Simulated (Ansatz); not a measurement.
Polymorphs of AlAg, each relaxed with r²SCAN in the plane-wave PAW code Ansatz:

A: Cmcm
a = 2.8511 Å, b = 10.4446 Å, c = 4.5075 Å, α = β = γ = 90.00°

```json
[
 {"atom": "Ag", "site": "4c", "symmetry": "m2m", "x": "0.0000", "y": "0.3350", "z": "0.2500"},
 {"atom": "Al", "site": "4c", "symmetry": "m2m", "x": "0.0000", "y": "0.0738", "z": "0.2500"}
]
```

B: rock salt (Fm-3m)
a = 5.365 Å, b = 5.365 Å, c = 5.365 Å, α = 90.00°, β = 90.00°, γ = 90.00°

| atom | site | symmetry | x | y | z |
|---|---|---|---|---|---|
| Ag | 4a | m-3m | 0.0000 | 0.0000 | 0.0000 |
| Al | 4b | m-3m | 0.5000 | 0.5000 | 0.5000 |

### Question
Put the candidates in order of energy per atom at 0 K, lowest first, for r²SCAN.

### Answer
A (+0 meV/atom), B (+275 meV/atom)

Typed or built starts, not in the databases checked: A; B. Unstable at this level: B. All cells were relaxed under the symmetry of their starts (and spin orders); stability against distortions was not tested throughout. Rows with no word on spin ran without spin polarisation. Spin–orbit coupling is left out wherever it is not named.

Energies hold the estimated change up to a 700 eV cutoff; steps of a few meV lie near the error of the meshes.

Potentials: the later of the program's two PAW sets.
